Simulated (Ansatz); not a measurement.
YTlPd:
```xyz
9
Lattice="7.8211 0.0000 0.0000 -3.9106 6.7733 0.0000 0.0000 0.0000 3.7593" Properties=species:S:1:pos:R:3 pbc="T T T"
Pd     0.0000     0.0000     1.8797
Tl     2.0921     0.0000     0.0000
Tl     2.8645     4.9614     0.0000
Tl    -1.0461     1.8118     0.0000
Pd     0.0000     4.5155     0.0000
Pd     3.9106     2.2578     0.0000
Y      4.6635     0.0000     1.8797
Y      1.5788     2.7345     1.8797
Y     -2.3318     4.0387     1.8797
```

Relaxed with r²SCAN.

Task: Give the Bader charges and basin volumes of the independent atoms, r²SCAN (plane waves, PAW; program Ansatz).

Result: 

| atom | Bader charge (e) | Bader volume (Å³) |
|---|---|---|
| Pd1 | -0.76 | 20.7 |
| Tl2 | -0.54 | 26.3 |
| Pd5 | -1.36 | 25.8 |
| Y7 | +1.70 | 16.0 |

Space group P-62m. The workflow started from an entry of the Crystallography Open Database (COD). Its standing as an ambient phase is unchecked. The r²SCAN relaxation kept the symmetry of its start; whether a distortion lowers the energy is not shown. No spin polarisation was allowed. Scalar-relativistic: spin–orbit coupling is off unless named, which matters more the heavier the elements.

Potentials: the later of the program's two PAW sets.
